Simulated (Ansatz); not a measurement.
In2TeO2:
```cif
data_In2O2Te
_chemical_formula_sum 'In2 Te1 O2'
_space_group_name_H-M_alt 'P 1'
_space_group_IT_number 1
_cell_length_a 3.79647
_cell_length_b 3.79647
_cell_length_c 7.03871
_cell_angle_alpha 90.000
_cell_angle_beta 90.000
_cell_angle_gamma 120.000
loop_
_space_group_symop_operation_xyz
  'x, y, z'
loop_
_atom_site_label
_atom_site_type_symbol
_atom_site_fract_x
_atom_site_fract_y
_atom_site_fract_z
_atom_site_occupancy
In1 In 0.66667 0.33333 0.80708 1
In2 In 0.33333 0.66667 0.19292 1
Te1 Te 0.00000 0.00000 0.50000 1
O1 O 0.66667 0.33333 0.11961 1
O2 O 0.33333 0.66667 0.88039 1
```

Relaxed with the program Ansatz at the r²SCAN level (PAW). Indices refer to the conventional cell of P-3m1, a = b = 3.796 Å, c = 7.039 Å, α = β = 90.00°, γ = 120.00°.

Problem. Simulate the powder diffraction pattern (Fe Kα, λ = 1.93735 Å; lines above 1 %) up to 2θ = 90°.

Solution. Simulated powder pattern, Fe Kα, λ = 1.93735 Å (kinematic, ideal powder, no thermal factors, no anomalous dispersion; the 30 strongest lines at most, above 1 %, up to 2θ = 90°):

| 2θ (°) | d (Å) | I/Imax (%) | hkl |
|---|---|---|---|
| 31.95 | 3.519 | 1.1 | (0002) |
| 37.95 | 2.979 | 100 | (1 0 -1 1)+(0 1 -1 1) |
| 47.56 | 2.403 | 49 | (0 1 -1 2)+(1 0 -1 2) |
| 48.77 | 2.346 | 17 | (0003) |
| 60.96 | 1.910 | 5.9 | (0 1 -1 3)+(1 0 -1 3) |
| 61.37 | 1.898 | 32 | (1 1 -2 0) |
| 74.47 | 1.601 | 15 | (0 2 -2 1) |
| 77.27 | 1.551 | 13 | (1 0 -1 4)+(0 1 -1 4) |
| 81.14 | 1.489 | 11 | (2 0 -2 2)+(0 2 -2 2) |
| 82.05 | 1.476 | 23 | (1 1 -2 3) |

The start of the workflow was typed in or built on a structure type; neither database checked (COD, Materials Project) lists it. Whether it is the stable phase at ambient conditions was not checked. The r²SCAN relaxation kept the symmetry of its start; whether a distortion lowers the energy is not shown. Spin–orbit coupling is left out wherever it is not named.

Potentials: the later of the program's two PAW sets.
